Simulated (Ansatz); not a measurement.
A trial cell of Re4RuW went into the relaxation workflow.

A trial structure of Re4RuW was built thus: random cell by space group and Wyckoff sites (F-43m, No. 216). Lengths were set from tabulated atomic sizes, so they are only a guess.

```
CELL_PARAMETERS angstrom
0.00000 3.32804 3.32804
3.32804 0.00000 3.32804
3.32804 3.32804 0.00000
ATOMIC_POSITIONS crystal
Re 0.13294 0.13294 0.13294
Re 0.13294 0.13294 0.60117
Re 0.13294 0.60117 0.13294
Re 0.60117 0.13294 0.13294
Ru 0.25000 0.25000 0.25000
W 0.00000 0.00000 0.00000
```

Theory: Ansatz 0.2.0, DFT PBE, scalar-relativistic, plane waves, PAW.

Input of a coarse relaxation:

```yaml
crystal:
  lattice:
    - [0.0, 3.32803627, 3.32803627]
    - [3.32803627, 0.0, 3.32803627]
    - [3.32803627, 3.32803627, 0.0]
  atoms:
    - { symbol: Re, position: [0.13294312, 0.13294312, 0.13294312] }
    - { symbol: Re, position: [0.13294312, 0.13294312, 0.60117063] }
    - { symbol: Re, position: [0.13294312, 0.60117063, 0.13294312] }
    - { symbol: Re, position: [0.60117063, 0.13294312, 0.13294312] }
    - { symbol: Ru, position: [0.25, 0.25, 0.25] }
    - { symbol: W, position: [0.0, 0.0, 0.0] }
basis:
  ecutwfc: 420
kpoints:
  mp_grid: { grid: [4, 4, 4] }
hamiltonian:
  xc: pbe
scf:
  occupations: { method: gaussian, width: 0.1 }
  lower_state_search: "off"
output:
  forces: true
  stress: true
  eigenvalues: true
relax:
  adjacent_minimum: "off"
  f_tol: 0.04
  max_steps: 70
  cell: { stress_tol: 0.4 }
```

```bash
ansatz run input.yaml --threads 1 --pin off --max-ram 2560MiB --backend cpu --events-out ev --progress --plain --runs-dir out
```

Last lines of the log:

```
Functional: x = pbe(κ = 0.804, μ = 0.21951497), c = pbe(β = 0.06672455)
SCF iter   1: F=—  HF=-59513.785553 eV  |F-HF|=—  |Δ(HF+E_count)|=         —  Δρ=9.03e-1  dr2=6.61e2  ethr=1.77e-3  ⟨swp⟩=8.4  Hψ=2434  notcnv=0  defer=5
SCF iter   2: F=—  HF=-59386.284429 eV  |F-HF|=—  |Δ(HF+E_count)|=    1.28e2  Δρ=3.97e-1  dr2=1.01e2  ethr=1.77e-3  ⟨swp⟩=6.1  Hψ=1627  notcnv=0  defer=23
SCF iter   3: F=—  HF=-59371.312647 eV  |F-HF|=—  |Δ(HF+E_count)|=    1.50e1  Δρ=1.66e-1  dr2=2.13e1  ethr=1.77e-3  ⟨swp⟩=5.9  Hψ=1324  notcnv=0  defer=28
SCF iter   4: F=—  HF=-59365.732894 eV  |F-HF|=—  |Δ(HF+E_count)|=    5.58e0  Δρ=4.03e-2  dr2=8.61e-1  ethr=1.77e-3  ⟨swp⟩=5.1  Hψ=1153  notcnv=0  defer=28
SCF iter   5: F=—  HF=-59365.472943 eV  |F-HF|=—  |Δ(HF+E_count)|=   2.60e-1  Δρ=8.38e-3  dr2=4.77e-2  ethr=9.56e-4  ⟨swp⟩=2.9  Hψ=763  notcnv=0  defer=25
SCF iter   6: F=—  HF=-59365.465675 eV  |F-HF|=—  |Δ(HF+E_count)|=   7.27e-3  Δρ=3.07e-3  dr2=5.74e-3  ethr=5.30e-5  ⟨swp⟩=2.0  Hψ=683  notcnv=0  defer=25
SCF iter   7: F=—  HF=-59365.464242 eV  |F-HF|=—  |Δ(HF+E_count)|=   1.43e-3  Δρ=1.02e-3  dr2=8.49e-4  ethr=6.38e-6  ⟨swp⟩=2.0  Hψ=699  notcnv=0  defer=25
SCF iter   8: F=—  HF=-59365.464012 eV  |F-HF|=—  |Δ(HF+E_count)|=   2.30e-4  Δρ=2.36e-4  dr2=3.50e-5  ethr=9.43e-7  ⟨swp⟩=2.5  Hψ=775  notcnv=0  defer=25
SCF iter   9: F=—  HF=-59365.464731 eV  |F-HF|=—  |Δ(HF+E_count)|=   7.19e-4  Δρ=4.81e-5  dr2=1.01e-6  ethr=3.89e-8  ⟨swp⟩=2.0  Hψ=708  notcnv=0  defer=25
SCF iter  10: F=-59365.464732 eV  HF=-59365.464732 eV  |F-HF|=5.36e-9  |Δ(HF+E_count)|=   7.27e-7  Δρ=7.91e-6  dr2=3.67e-8  ethr=1.11e-10  ⟨swp⟩=19.0  Hψ=2824  notcnv=0
Error: refused after 10 iterations: one_centre_occupation = 2.05e0 (threshold 2.00e0); read on the Ru atom at site 4 (counted from 0), in its partial waves of l = 1. The loop had accepted its state. The figure is how many electrons the atom's PAW partial-wave expansion lays in one spin orbital insid
```

**Question.** How did the run end?

**Answer.** The SCF loop converged, but the program refused the state. The PAW expansion on Ru put 2.05 electrons into one spin orbital, where the Pauli principle allows one. The run has most likely filled a ghost state of the dataset, or the PAW spheres overlap too strongly; at the start of this run the shortest distance is 1.35 Å. No property of the compound can be read from it.

The run took 4.8 s on 1 thread of Intel(R) Xeon(R) CPU @ 2.60GHz (Ice Lake), on a shared host, peak memory 0.37 GiB.
